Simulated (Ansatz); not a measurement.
Squeezing Nb (bcc type)

```
CELL_PARAMETERS angstrom
-1.65447 1.65447 1.65447
1.65447 -1.65447 1.65447
1.65447 1.65447 -1.65447
ATOMIC_POSITIONS crystal
Nb 0.00000 0.00000 0.00000
```

The base cell comes from a relaxation on PAW files under the same functional.

Its volume is scaled at fixed shape and fractional positions.

Computed with Ansatz 0.2.0; functional PBE, scalar-relativistic. Settings: a Γ-centred 16×16×16 k mesh, Fermi–Dirac smearing of 0.05 eV, no spin polarisation. Methods: LAPW: all electrons, basis error target 1 meV/atom; PAW: frozen-core files, cutoff 420 eV; crystal datasets: all electrons, by PAW datasets that the program makes for each cell; norm-conserving: pseudopotentials, cutoff 1116 eV; PAW (cutoff 800 eV): frozen-core files, cutoff 800 eV.

Energies are extrapolated to zero smearing and count from the unscaled cell; pressure is positive in compression; gaps take the mesh and a band path. No temperature or zero-point motion is included.

The structure type is held throughout; the real material can change phase at far lower pressure.

```json
{"V/V0": "1.00", "V (Å³/atom)": "18.11", "P LAPW (GPa)": "0.00", "ΔE LAPW (eV/atom)": "0.000", "P PAW − LAPW (GPa)": "0.00", "ΔE PAW − LAPW (meV/atom)": "0.0"}
{"V/V0": "0.90", "V (Å³/atom)": "16.30", "P LAPW (GPa)": "22.2", "ΔE LAPW (eV/atom)": "0.114", "P PAW − LAPW (GPa)": "0.00", "ΔE PAW − LAPW (meV/atom)": "0.0"}
{"V/V0": "0.80", "V (Å³/atom)": "14.49", "P LAPW (GPa)": "57.5", "ΔE LAPW (eV/atom)": "0.551", "P PAW − LAPW (GPa)": "-0.02", "ΔE PAW − LAPW (meV/atom)": "-0.1"}
{"V/V0": "0.70", "V (Å³/atom)": "12.68", "P LAPW (GPa)": "?", "ΔE LAPW (eV/atom)": "1.491", "P PAW − LAPW (GPa)": "-0.06", "ΔE PAW − LAPW (meV/atom)": "-0.6"}
{"V/V0": "0.60", "V (Å³/atom)": "10.87", "P LAPW (GPa)": "222.5", "ΔE LAPW (eV/atom)": "3.334", "P PAW − LAPW (GPa)": "-0.20", "ΔE PAW − LAPW (meV/atom)": "-1.8"}
{"V/V0": "0.50", "V (Å³/atom)": "9.06", "P LAPW (GPa)": "429.8", "ΔE LAPW (eV/atom)": "6.887", "P PAW − LAPW (GPa)": "-0.63", "ΔE PAW − LAPW (meV/atom)": "-5.9"}
{"V/V0": "0.40", "V (Å³/atom)": "7.25", "P LAPW (GPa)": "874.0", "ΔE LAPW (eV/atom)": "13.858", "P PAW − LAPW (GPa)": "-1.79", "ΔE PAW − LAPW (meV/atom)": "-18.5"}
```

Problem. Give the missing entry: row "0.70", column "P LAPW (GPa)".

Solution. 114.9.

Problem. Fit the Vinet equation to the LAPW pressures over the whole range, with residuals weighted by 1/(|P| + 0.03·Pmax).

Solution. V0 = 18.16 Å³/atom, B0 = 154 GPa and B0′ = 4.38, and the fit misses no point by more than 18 GPa. A fit over so wide a range pins B0 less well than one near rest.

Problem. At the smallest volume, how far do crystal datasets and norm-conserving and PAW (cutoff 800 eV) lie from LAPW in pressure?

Solution. crystal datasets: 0.00 GPa; norm-conserving: -1.97 GPa; PAW (cutoff 800 eV): -1.83 GPa, on a LAPW pressure of 874.0 GPa.

Problem. How do the Löwdin populations by LAPW change from the unscaled cell to the last row?

Solution. Nb 4s 1.93 → 1.75, Nb 5s 0.71 → 0.34, Nb 4p 5.98 → 5.73, Nb 4d 4.35 → 5.14 electrons an atom. These are projections on the shells that the free atoms fill; 0.04 e a cell lies outside them at the start and 0.06 e at the end.
